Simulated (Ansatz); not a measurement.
The relaxed structure here is a generated cell of Bi2Se3: the first start was made by a random draw of sites in a space group, and the end was not matched to a known phase here, so it may be hypothetical. Known forms of Bi2Se3 include space group No. 166.

One starting cell of Bi2Se3 (a randomly generated symmetric cell of Bi2Se3 (space group No. 224)) was relaxed twice with Ansatz (plane waves, PAW, scalar-relativistic): with r2SCAN at 500 eV and with PBE at 420 eV. The r2SCAN result:

```yaml
crystal:
  lattice:
    - [6.91719, 0.00000, 0.00000]
    - [0.00000, 6.91719, 0.00000]
    - [0.00000, 0.00000, 6.91719]
  atoms:
    - { symbol: Bi, position: [0.25000, 0.25000, 0.25000] }
    - { symbol: Bi, position: [0.75000, 0.75000, 0.25000] }
    - { symbol: Bi, position: [0.75000, 0.25000, 0.75000] }
    - { symbol: Bi, position: [0.25000, 0.75000, 0.75000] }
    - { symbol: Se, position: [0.00000, 0.50000, 0.50000] }
    - { symbol: Se, position: [0.50000, 0.00000, 0.50000] }
    - { symbol: Se, position: [0.50000, 0.50000, 0.00000] }
    - { symbol: Se, position: [0.00000, 0.50000, 0.00000] }
    - { symbol: Se, position: [0.50000, 0.00000, 0.00000] }
    - { symbol: Se, position: [0.00000, 0.00000, 0.50000] }
```

| quantity | r2SCAN | PBE |
|---|---|---|
| space group | Pn-3m | Pn-3m |
| volume (Å³/atom) | 33.10 | [?] |
| a (Å) | 6.917 | [?] |
| gap (eV, no spin-orbit coupling) | 0.00 | [?] |

Problem. Fill in the PBE column.

Solution. 
- volume (Å³/atom), PBE: 33.76
- a (Å), PBE: 6.963
- gap (eV, no spin-orbit coupling), PBE: 0.00

Both levels end in the same structure; PBE's volume is 2.0 % larger. Neither column is exact.

No spin polarisation in the result.

The run could not lose the symmetry of its start, so the end can be a saddle point.

All atoms sit on sites fixed by symmetry, so only the cell could relax.

Ansatz is a program for electronic structure.
